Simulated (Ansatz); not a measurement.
Step by step: NbBr₃, relaxation of cell and atoms

Method: DFT, r2SCAN, PAW with Ansatz's default frozen-core files, scalar-relativistic (Ansatz 0.2.0).

Command: `ansatz run input.yaml --threads 1 --pin off --max-ram 3072MiB --backend cpu --events-out ev --progress --plain --runs-dir out` The run took 35 s on 1 thread of Arm Neoverse V2, on a shared host, peak memory 0.67 GiB.

```yaml
crystal:
  lattice:
    - [5.1106516673, 0.0, 0.0]
    - [0.0, 5.1106516673, 0.0]
    - [0.0, 0.0, 5.1106516673]
  atoms:
    - { symbol: Nb, position: [0.0, 0.0, 0.0] }
    - { symbol: Br, position: [0.5, 0.0, 0.0] }
    - { symbol: Br, position: [0.0, 0.5, 0.0] }
    - { symbol: Br, position: [0.0, 0.0, 0.5] }
kpoints:
  mp_grid: { grid: [7, 7, 7] }
scf:
  occupations: { method: fermi_dirac, width: 0.08 }
hamiltonian:
  xc: r2scan
  pseudopotentials: { kind: paw }
output:
  forces: true
  stress: true
relax:
  f_tol: 0.005
  max_steps: 80
  cell: {}
```

The cell is built from the ReO3 type as a first guess.

The cutoff is 500 eV; energies and pressures of the walk include the program's estimate of the Pulay term. The PAW files were made with PBE; their cores are remade for this functional.

Each frame lists the cell vectors (Å), then Cartesian positions (Å); symmetry keeps all forces zero. Free energies count from the first step, -12945.0013 eV.

The walk took 5 evaluations in all; steps that aren't listed are left out.

Step 1: E = 0.0 meV, P = 1.82 GPa

```
cell 5.1107 0.0000 0.0000 0.0000 5.1107 0.0000 0.0000 0.0000 5.1107
Nb    0.0000    0.0000    0.0000
Br    2.5553    0.0000    0.0000
Br    0.0000    2.5553    0.0000
Br    0.0000    0.0000    2.5553
```

Step 2:

```
cell 5.2014 0.0000 0.0000 0.0000 5.2014 0.0000 0.0000 0.0000 5.2014
Nb    0.0000    0.0000    0.0000
Br    2.6007    0.0000    0.0000
Br    0.0000    2.6007    0.0000
Br    0.0000    0.0000    2.6007
```

Task: Give the energy, pressure of step 2.

Result: E = -18.8 meV, P = -0.80 GPa
```
Nb    0.0000    0.0000    0.0000
Br    2.6007    0.0000    0.0000
Br    0.0000    2.6007    0.0000
Br    0.0000    0.0000    2.6007
```

Task: How does the relaxation end?

Result: It converges, with a = 5.171 Å, b = 5.171 Å, c = 5.171 Å, α = 90.00°, β = 90.00°, γ = 90.00° (conventional cell, space group Pm-3m). The last solve (on a basis chosen afresh for the final cell, so its energy is not quite comparable) gives E = -26.3 meV, P = 0.00 GPa:
```
cell 5.1710 0.0000 0.0000 0.0000 5.1710 0.0000 0.0000 0.0000 5.1710
Nb    0.0000    0.0000    0.0000
Br    2.5855    0.0000    0.0000
Br    0.0000    2.5855    0.0000
Br    0.0000    0.0000    2.5855
```
